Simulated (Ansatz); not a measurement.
Ga$_{2}$Sn$_{2}$S$_{5}$:
```yaml
crystal:
  lattice:
    - [12.55271, 0.00000, 0.00000]
    - [0.00000, 6.32577, 0.00000]
    - [0.00000, 0.00000, 10.97450]
  atoms:
    - { symbol: Ga, position: [0.76908, 0.64653, 0.11454] }
    - { symbol: Ga, position: [0.23092, 0.35347, 0.61454] }
    - { symbol: Ga, position: [0.73092, 0.14653, 0.61454] }
    - { symbol: Ga, position: [0.26908, 0.85347, 0.11454] }
    - { symbol: Ga, position: [0.81849, 0.15412, 0.28099] }
    - { symbol: Ga, position: [0.18151, 0.84588, 0.78099] }
    - { symbol: Ga, position: [0.68151, 0.65412, 0.78099] }
    - { symbol: Ga, position: [0.31849, 0.34588, 0.28099] }
    - { symbol: Sn, position: [0.53792, 0.54953, 0.48388] }
    - { symbol: Sn, position: [0.46208, 0.45047, 0.98388] }
    - { symbol: Sn, position: [0.96208, 0.04953, 0.98388] }
    - { symbol: Sn, position: [0.03792, 0.95047, 0.48388] }
    - { symbol: Sn, position: [0.02128, 0.55307, 0.25521] }
    - { symbol: Sn, position: [0.97872, 0.44693, 0.75521] }
    - { symbol: Sn, position: [0.47872, 0.05307, 0.75521] }
    - { symbol: Sn, position: [0.52128, 0.94693, 0.25521] }
    - { symbol: S, position: [0.67343, 0.47969, 0.96520] }
    - { symbol: S, position: [0.32657, 0.52031, 0.46520] }
    - { symbol: S, position: [0.82657, 0.97969, 0.46520] }
    - { symbol: S, position: [0.17343, 0.02031, 0.96520] }
    - { symbol: S, position: [0.22808, 0.50475, 0.80096] }
    - { symbol: S, position: [0.77192, 0.49525, 0.30096] }
    - { symbol: S, position: [0.27192, 0.00475, 0.30096] }
    - { symbol: S, position: [0.72808, 0.99525, 0.80096] }
    - { symbol: S, position: [0.55987, 0.14644, 0.53908] }
    - { symbol: S, position: [0.44013, 0.85356, 0.03908] }
    - { symbol: S, position: [0.94013, 0.64644, 0.03908] }
    - { symbol: S, position: [0.05987, 0.35356, 0.53908] }
    - { symbol: S, position: [0.50598, 0.64356, 0.72209] }
    - { symbol: S, position: [0.49402, 0.35644, 0.22209] }
    - { symbol: S, position: [0.99402, 0.14356, 0.22209] }
    - { symbol: S, position: [0.00598, 0.85644, 0.72209] }
    - { symbol: S, position: [0.71297, 0.99004, 0.13855] }
    - { symbol: S, position: [0.28703, 0.00996, 0.63855] }
    - { symbol: S, position: [0.78703, 0.49004, 0.63855] }
    - { symbol: S, position: [0.21297, 0.50996, 0.13855] }
```

Relaxed with r²SCAN. Special points in fractions of this cell's reciprocal vectors: Γ (0.000, 0.000, 0.000); X (0.500, 0.000, 0.000); S (0.500, 0.500, 0.000); Y (0.000, 0.500, 0.000); Z (0.000, 0.000, 0.500); U (0.500, 0.000, 0.500); R (0.500, 0.500, 0.500); T (0.000, 0.500, 0.500).

Task: List the band energies nearest the valence-band maximum at these points for DFT-r²SCAN in the program Ansatz with PAW potentials.

Result: In eV from the valence-band maximum; about four levels below and three above (degenerate sets whole), none deeper than 8.9 eV; points with the same levels are listed once.

```tsv
k	below	above
Γ	-0.67 -0.32 -0.26 -0.01	2.27 2.50 2.70
X	-0.46 -0.46 -0.16 -0.16	2.40 2.40 2.72 2.72
S	-0.36 -0.36 -0.23 -0.23	2.20 2.20 2.31 2.31
Y	-0.37 -0.37 -0.25 -0.25	2.23 2.23 2.44 2.44
Z	-0.51 -0.51 -0.25 -0.25	2.79 2.79 2.96 2.96
U	-0.40 -0.40 -0.40 -0.40	2.76 2.76 2.76 2.76
R	-0.44 -0.44 -0.42 -0.42	2.13 2.13 2.45 2.45
T	-0.78 -0.78 -0.26 -0.26	2.27 2.27 2.38 2.38
```

Space group Pna2_1. The first step of the workflow began from a Materials Project structure, measured or hypothetical; the Crystallography Open Database files this formula in space group No. 33, but the cells were not matched. Whether it is the stable phase at ambient conditions was not checked. The cell was relaxed with r²SCAN under the symmetry of its start; its stability against distortions is not shown here. Scalar-relativistic: spin–orbit coupling is off unless named, which matters more the heavier the elements.

Potentials: the later of the program's two PAW sets.
